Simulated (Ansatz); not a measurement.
Relaxed-ion elastic tensor of As (fcc (Cu type), Fm-3m) in GPa (Voigt order), r²SCAN+D4 (plane waves, PAW; program Ansatz); density 6.62 g/cm³, 18.79 Å³ per atom.

```
 45.7    106    106    0.0    0.0    0.0
  106   45.7    106    0.0    0.0    0.0
  106    106   45.7    0.0    0.0    0.0
  0.0    0.0    0.0  -13.6    0.0    0.0
  0.0    0.0    0.0    0.0  -13.6    0.0
  0.0    0.0    0.0    0.0    0.0  -13.6
```

**Question.** Is the crystal mechanically stable?

**Answer.** No: the smallest eigenvalue of C is -60.1 GPa.

The cell is a constructed one: a structure type filled with these elements; neither database checked (COD, Materials Project) lists it. It is not the phase usual at ambient conditions (space group No. 166). The r²SCAN+D4 relaxation kept the symmetry of its start. At this level the phase is mechanically unstable. As this level gives no gap, shear constants depend on the k-mesh and smearing (Fermi–Dirac, 0.1 eV here).

Potentials: the later of the program's two PAW sets.
